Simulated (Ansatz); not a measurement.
S:
```
S
1.0
    0.00000     6.48108    12.14868
    5.30711     0.00000    12.14868
    5.30711     6.48108     0.00000
S
32
Direct
  0.88392   0.76495   0.77176
  0.76495   0.88392   0.57937
  0.57937   0.77176   0.76495
  0.77176   0.57937   0.88392
  0.36608   0.48505   0.47824
  0.48505   0.36608   0.67063
  0.67063   0.47824   0.48505
  0.47824   0.67063   0.36608
  0.82003   0.93537   0.89440
  0.93537   0.82003   0.35020
  0.35020   0.89440   0.93537
  0.89440   0.35020   0.82003
  0.42997   0.31463   0.35560
  0.31463   0.42997   0.89980
  0.89980   0.35560   0.31463
  0.35560   0.89980   0.42997
  0.01549   0.88818   0.79501
  0.88818   0.01549   0.30132
  0.30132   0.79501   0.88818
  0.79501   0.30132   0.01549
  0.23451   0.36182   0.45499
  0.36182   0.23451   0.94868
  0.94868   0.45499   0.36182
  0.45499   0.94868   0.23451
  0.95013   0.06128   0.61560
  0.06128   0.95013   0.37298
  0.37298   0.61560   0.06128
  0.61560   0.37298   0.95013
  0.29987   0.18872   0.63440
  0.18872   0.29987   0.87702
  0.87702   0.63440   0.18872
  0.63440   0.87702   0.29987
```

Relaxed with PBEsol. Special points in fractions of this cell's reciprocal vectors: Γ (0.000, 0.000, 0.000); Y (0.500, 0.000, 0.500); T (1.000, 0.500, 0.500); Z (0.500, 0.500, 0.000); Σ0 (0.000, 0.465, 0.465); U0 (1.000, 0.535, 0.535); C0 (0.500, 0.130, 0.630); A0 (0.500, 0.870, 0.370); L (0.500, 0.500, 0.500).

Task: List the band energies nearest the valence-band maximum at these points for PBEsol in the plane-wave PAW code Ansatz.

Result: In eV from the valence-band maximum; about four levels below and three above (degenerate sets whole), none deeper than 8.9 eV; points with the same levels are listed once.

```json
[
 {"k": "Γ", "below": "-0.77 -0.71 -0.30 0.00", "above": "2.10 2.19 2.27"},
 {"k": "Y", "below": "-0.65 -0.65 -0.32 -0.32", "above": "2.12 2.12 2.31 2.31"},
 {"k": "T", "below": "-0.61 -0.61 -0.38 -0.38", "above": "2.00 2.00 2.15 2.15"},
 {"k": "Z", "below": "-0.80 -0.80 -0.14 -0.14", "above": "2.16 2.16 2.39 2.39"},
 {"k": "Σ0", "below": "-0.62 -0.59 -0.42 -0.34", "above": "1.99 2.01 2.12"},
 {"k": "C0", "below": "-0.65 -0.65 -0.34 -0.34", "above": "2.12 2.12 2.40 2.40"},
 {"k": "L", "below": "-0.65 -0.59 -0.52 -0.22", "above": "2.21 2.27 2.31"}
]
```

Space group Fddd (α-S8). The cell was relaxed with PBEsol under the symmetry of its start. A crystal of weakly bound molecules computed without a dispersion correction: the cell and the soft elastic constants depend strongly on that.

Potentials: the later of the program's two PAW sets.
